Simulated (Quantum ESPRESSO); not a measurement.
# Quadrupole interaction in K$_{4}$I$_{3}$Br (changed cell)

```
CELL_PARAMETERS angstrom
      7.08487     0.00000     0.00000
      0.00000     7.08487     0.00000
      0.00000     0.00000     7.08487
ATOMIC_POSITIONS crystal
  K  0.00000 0.00000 0.00000
  Br 0.50000 0.00000 0.00000
  K  0.00000 0.50000 0.50000
  I  0.50000 0.50000 0.50000
  K  0.50000 0.00000 0.50000
  I  0.00000 0.00000 0.50000
  K  0.50000 0.50000 0.00000
  I  0.00000 0.50000 0.00000
```
The cell was made here from a computed Materials Project entry: one of 4 I replaced by Br, cell and atoms relaxed (PBE without dispersion, pw.x of a modified build of Quantum ESPRESSO, symmetry kept). The parent is KI in Fm-3m. The swapped cell is a model, not a known phase. Stability against distortions was not tested.

Computed: field gradients by the PAW reconstruction of the field gradient on a scalar-relativistic PBE ground state (Quantum ESPRESSO, JTH datasets), 20 Ha, k-mesh 3×3×3 through Γ.

```json
[
 {"site": "K1 (atoms 1, 5, 7)", "site symmetry": "4/mmm", "Vzz (10²¹ V/m²)": "0.26", "η_Q": "0.00", "∣C_Q∣ (MHz)": "0.36 (³⁹K)"},
 {"site": "Br (atom 2)", "site symmetry": "m-3m", "Vzz (10²¹ V/m²)": "0", "η_Q": "–", "∣C_Q∣ (MHz)": "0 (⁷⁹Br)"},
 {"site": "K2 (atom 3)", "site symmetry": "m-3m", "Vzz (10²¹ V/m²)": "0", "η_Q": "–", "∣C_Q∣ (MHz)": "0 (³⁹K)"},
 {"site": "I (atoms 4, 6, 8)", "site symmetry": "4/mmm", "Vzz (10²¹ V/m²)": "under 0.2", "η_Q": "–", "∣C_Q∣ (MHz)": "under 3.3 (¹²⁷I)"}
]
```

Quadrupole moments taken as inputs (sizes, barn, from the tables of PySCF and pymatgen): ³⁹K 0.0585, ⁷⁹Br 0.313, ¹²⁷I 0.696.

Principal values are ordered |Vxx| ≤ |Vyy| ≤ |Vzz|, η = (Vxx − Vyy)/Vzz, and C_Q = eQVzz/h is given by its size. Cores are frozen. Against all-electron runs on small test molecules, this scheme's |Vzz| missed by +10 % on K.
